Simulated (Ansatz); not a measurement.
BP (zinc blende)

```yaml
crystal:
  lattice:
    - [0.00000, 2.27421, 2.27421]
    - [2.27421, 0.00000, 2.27421]
    - [2.27421, 2.27421, 0.00000]
  atoms:
    - { symbol: P, position: [0.25000, 0.25000, 0.25000] }
    - { symbol: B, position: [0.00000, 0.00000, 0.00000] }
```

Equation-of-state scan: isotropic scaling of the cell above, V₀ being its volume. Symmetry pins the atoms to their sites.

Level of theory: PBE (plane waves to 420 eV, PAW, scalar-relativistic; Ansatz, a first-principles code). k mesh 13×13×13 (Γ-centred), Fermi-Dirac smearing 0.05 eV. Compression counts positive. BP was relaxed with its symmetry unable to fall.

At one point of the scan the stress tensor (GPa) is:

```
    6.4      0.0      0.0
    0.0      6.4      0.0
    0.0      0.0      6.4
```

Problem. Which point is it?
A. V/V₀ = 0.940
B. V/V₀ = 0.988
C. V/V₀ = 0.952
D. V/V₀ = 0.964

Solution. D, V/V₀ = 0.964

(A scan under strain: stresses follow from slopes of the energy per volume, elastic moduli from its curvatures.)
